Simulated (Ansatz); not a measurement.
YB3C3:
```yaml
crystal:
  lattice:
    - [4.80610, 0.00000, 0.00000]
    - [0.00000, 4.80610, 0.00000]
    - [0.00000, 0.00000, 4.80610]
  atoms:
    - { symbol: Y, position: [0.00000, 0.00000, 0.00000] }
    - { symbol: Y, position: [0.50000, 0.50000, 0.50000] }
    - { symbol: B, position: [0.25000, 0.50000, 0.00000] }
    - { symbol: B, position: [0.75000, 0.50000, 0.00000] }
    - { symbol: B, position: [0.00000, 0.25000, 0.50000] }
    - { symbol: B, position: [0.00000, 0.75000, 0.50000] }
    - { symbol: B, position: [0.50000, 0.00000, 0.25000] }
    - { symbol: B, position: [0.50000, 0.00000, 0.75000] }
    - { symbol: C, position: [0.25000, 0.00000, 0.50000] }
    - { symbol: C, position: [0.75000, 0.00000, 0.50000] }
    - { symbol: C, position: [0.50000, 0.25000, 0.00000] }
    - { symbol: C, position: [0.50000, 0.75000, 0.00000] }
    - { symbol: C, position: [0.00000, 0.50000, 0.25000] }
    - { symbol: C, position: [0.00000, 0.50000, 0.75000] }
```

PBE in the plane-wave PAW code Ansatz gives a gap of 0.27 eV without spin–orbit coupling, maximum at Γ, minimum at M.

Problem. What happens when spin–orbit coupling is switched on?

Solution. The gap shrinks by 0.02 eV, to 0.25 eV; maximum at Γ, minimum at M.

Problem. How large is the spin–orbit splitting of the valence top at Γ?

Solution. The fourfold level lies 0.01 eV above the split-off pair.

Problem. Give the electron effective mass with spin–orbit coupling.

Solution. 0.23, 0.42, 0.42 mₑ (principal values).

Problem. Give the hole effective mass with spin–orbit coupling, band 1 of 2 at the edge.

Solution. 1.3 along [100], 0.79 along [110], 0.60 along [111] (mₑ).

Problem. Give the hole effective mass with spin–orbit coupling, band 2 of 2 at the edge.

Solution. 0.35 along [100], 0.40 along [110], 0.47 along [111] (mₑ).

Space group Pm-3n. The start of the workflow was typed in or built on a structure type; neither database checked (COD, Materials Project) lists it. Its standing as an ambient phase is unchecked. The cell was relaxed with PBE under the symmetry of its start; its stability against distortions is not shown here. The run is not spin-polarised.

Potentials: the earlier of the program's two PAW sets.
